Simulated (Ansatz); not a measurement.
InSb:
```
CELL_PARAMETERS angstrom
      8.09006     0.00000     0.00000
      0.00000     8.09006     0.00000
      0.00000     0.00000     8.09006
ATOMIC_POSITIONS crystal
  In 0.25000 0.00000 0.50000
  In 0.50000 0.25000 0.00000
  In 0.50000 0.75000 0.00000
  In 0.75000 0.00000 0.50000
  In 0.00000 0.50000 0.75000
  In 0.00000 0.50000 0.25000
  Sb 0.25000 0.50000 0.00000
  Sb 0.00000 0.25000 0.50000
  Sb 0.00000 0.75000 0.50000
  Sb 0.75000 0.50000 0.00000
  Sb 0.50000 0.00000 0.75000
  Sb 0.50000 0.00000 0.25000
```

Relaxed with r²SCAN. Special points in fractions of this cell's reciprocal vectors: Γ (0.000, 0.000, 0.000); X (0.000, 0.500, 0.000); M (0.500, 0.500, 0.000); R (0.500, 0.500, 0.500).

Q: List the band energies nearest the Fermi level at these points for r²SCAN with spin–orbit coupling (plane waves, PAW; program Ansatz).

A: In eV from the Fermi level; about four levels below and three above (degenerate sets whole), none deeper than 8.9 eV; points with the same levels are listed once.

| k | below | above |
|---|---|---|
| Γ | 0.00 0.00 0.00 0.00 | 0.70 0.70 0.70 0.70 |
| X | -0.42 -0.42 -0.42 -0.42 | 0.69 0.69 0.69 0.69 |
| M | -0.90 -0.90 -0.50 -0.50 | 1.26 1.26 1.42 1.42 |
| R | -1.48 -1.48 -1.48 -1.48 -1.48 -1.48 -1.48 -1.48 | 2.29 2.29 2.29 2.29 2.29 2.29 2.29 2.29 |

Space group Pm-3n. The start of the workflow was typed in or built on a structure type; neither database checked (COD, Materials Project) lists it. It is not the phase usual at ambient conditions (space group No. 216). Symmetry was held in the r²SCAN relaxation; whether a distortion lowers the energy is not shown. The volume moved by 32 % from the start of the relaxation. The Fermi level of a semimetal is unsure by some 0.05 eV on such meshes.

Potentials: the earlier of the program's two PAW sets. The files were generated under PBE; for other functionals the program regenerates the frozen cores, and for LDA and PBEsol the local potential too.
